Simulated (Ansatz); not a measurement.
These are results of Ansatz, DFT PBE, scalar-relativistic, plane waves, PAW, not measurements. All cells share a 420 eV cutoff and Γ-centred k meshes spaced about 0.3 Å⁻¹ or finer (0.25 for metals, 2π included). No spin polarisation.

Temperature and zero-point effects are left out.

Two forms of Sc2As3Se3 were relaxed alike.

A.

```
Sc As Se
1.0
     1.85758    1.07248   16.55394
    -1.85758    1.07248   16.55394
     0.00000   -2.14495   16.55394
Sc As Se
2 3 3
Direct
  0.63015 0.63015 0.63015
  0.36985 0.36985 0.36985
  0.13375 0.13375 0.13375
  0.50000 0.50000 0.50000
  0.86625 0.86625 0.86625
  0.00000 0.00000 0.00000
  0.73233 0.73233 0.73233
  0.26767 0.26767 0.26767
```

B.

```
Sc As Se
1.0
     3.64696    0.00000    0.00000
     0.00000    3.75511    0.00000
     0.00000    0.00000   15.51998
Sc As Se
2 3 3
Direct
  0.00000 0.00000 0.35232
  0.00000 0.00000 0.64768
  0.00000 0.50000 0.00000
  0.50000 0.00000 0.50000
  0.50000 0.00000 0.00000
  0.50000 0.50000 0.28994
  0.50000 0.50000 0.71006
  0.00000 0.50000 0.50000
```

Question: Which is lower in energy, and by how much?

Answer: A is lower, by 98 meV/atom. A has space group R-3m (No. 166), 24.7 Å³/atom and no gap on its mesh; B has space group Pmmm (No. 47), 26.6 Å³/atom and no gap. Counting As or Se atoms around Sc (for each partner element, those within 1.25 times its shortest distance or 1.15 times the sum of covalent radii, where it is the nearest in units of that sum or under 1.3), A has Sc 6 and B has Sc 8. B holds As–As nets (shortest 2.62 Å); in A the shortest As–As distance is 2.70 Å, near bonding range too. In A, Sc is surrounded by 3 Se at 2.59 Å and 3 Se at 2.81 Å; As on a site of symmetry 3m has 3 As at 2.70 Å; Se on a site of symmetry -3m is surrounded by 6 Sc at 2.81 Å; 2 more sites not described. In B, Sc has 4 Se at 2.79 Å, 2 As at 2.93 Å and 2 Se at 2.96 Å; As on its first site is surrounded by 4 As at 2.62 Å; Se on a site of symmetry mm2 is surrounded by 4 Sc at 2.79 Å; 3 more sites not described. Both come from trial cells of a structure search.

Weakly bound directions are ill-defined at this level, which has no dispersion term (R-3m, Pmmm), and this can change margins and order among such cells. In R-3m, Pmmm an odd number of electrons in the primitive cell allows no gap without spin; a larger cell or a magnetic state could open one. Trial moments fell under 0.15 μB along the way in R-3m and Pmmm; another start might hold them. With atoms moved at random, A came back. B had no clear such test and can be a saddle point.
